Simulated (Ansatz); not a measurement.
Consider the following.

Starting cell, AlNi (CsCl type):

```
CELL_PARAMETERS angstrom
      2.86332     0.00000     0.00000
      0.00000     2.86332     0.00000
      0.00000     0.00000     2.86332
ATOMIC_POSITIONS crystal
  Al 0.00000 0.00000 0.00000
  Ni 0.50000 0.50000 0.50000
```

Scan: atom 2 (Ni, nearest neighbour Al at 2.480 Å; its periodic images, 2.9 Å or more away, move with it) is displaced along Cartesian [111], direction (0.577, 0.577, 0.577) in Cartesian axes, by s. The other atoms stay.

Computed with r2SCAN (plane waves to 500 eV, PAW, scalar-relativistic; Ansatz, a program for electronic structure). k mesh 13×13×13 (Γ-centred), Fermi-Dirac smearing 0.05 eV. E stands for the smeared free energy. With partly filled bands, energies and forces of such displacements shift with the k mesh and the smearing. AlNi is run without spin polarisation. AlNi was relaxed with its symmetry unable to fall. The PAW data are Ansatz's earlier set. The zero of ΔE is the undisplaced structure.

The scan covers s from -0.250 to 0.250 Å in 11 points.

Question: Is this a single well or a double well?

Answer: A single well with its minimum at or next to zero displacement.

Question: Is the energy the same for equal positive and negative displacements?

Answer: Even: the same for both signs. With its periodic images moving along, the atom's site symmetry in this cell is m-3m.

Question: What is the force constant k = d²E/ds² of this move at s = 0?

Answer: 6.46 eV/Å².

Question: With two atoms in the cell this is the zone-centre optical mode. What wavenumber follows?

Answer: 308 cm⁻¹.

(For displaced atoms, the force is minus the slope of the energy, and its curvature is a force constant, which sets phonon frequencies.)
